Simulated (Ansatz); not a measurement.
As (space group Cmce)

```yaml
crystal:
  lattice:
    - [1.82790, -5.56367, 0.00000]
    - [1.82790, 5.56367, 0.00000]
    - [0.00000, 0.00000, 4.62748]
  atoms:
    - { symbol: As, position: [0.10728, 0.89272, 0.06980] }
    - { symbol: As, position: [0.89272, 0.10728, 0.93020] }
    - { symbol: As, position: [0.39272, 0.60728, 0.56980] }
    - { symbol: As, position: [0.60728, 0.39272, 0.43020] }
```

This relaxed cell (volume V₀) is scaled evenly in all directions, its shape held. The atoms relax within the cell's symmetry.

Computed with r2SCAN+rVV10 (plane waves to 500 eV, PAW, scalar-relativistic; Ansatz, a first-principles code). k mesh 10×10×7 (Γ-centred), Fermi-Dirac smearing 0.05 eV. The energy includes the smearing's −TS. With the shape held, the modulus is that of even scaling; a crystal free to change shape is softer. As was relaxed with its symmetry unable to fall. ΔE is measured from the relaxed starting cell. The last digit holds for this mesh only.

```json
[
 {"V (Å³/atom)": "22.119", "ΔE (meV/atom)": "11.3"},
 {"V (Å³/atom)": "22.354", "ΔE (meV/atom)": "7.7"},
 {"V (Å³/atom)": "22.589", "ΔE (meV/atom)": "4.8"},
 {"V (Å³/atom)": "22.824", "ΔE (meV/atom)": "2.7"},
 {"V (Å³/atom)": "23.060", "ΔE (meV/atom)": "1.2"},
 {"V (Å³/atom)": "23.295", "ΔE (meV/atom)": "0.3"},
 {"V (Å³/atom)": "23.530", "ΔE (meV/atom)": "0.0"},
 {"V (Å³/atom)": "23.766", "ΔE (meV/atom)": "0.3"},
 {"V (Å³/atom)": "24.001", "ΔE (meV/atom)": "1.1"},
 {"V (Å³/atom)": "24.236", "ΔE (meV/atom)": "2.4"},
 {"V (Å³/atom)": "24.472", "ΔE (meV/atom)": "4.1"},
 {"V (Å³/atom)": "24.707", "ΔE (meV/atom)": "6.4"},
 {"V (Å³/atom)": "24.942", "ΔE (meV/atom)": "9.0"}
]
```

### Question
What bulk modulus at fixed cell shape B₀ follows from a third-order Birch-Murnaghan fit?

### Answer
38.0 GPa.

### Question
What is the fitted pressure derivative B₀′?

### Answer
4.6.

(Under strain, the slope of the energy per volume gives the stress and its curvature an elastic modulus.)
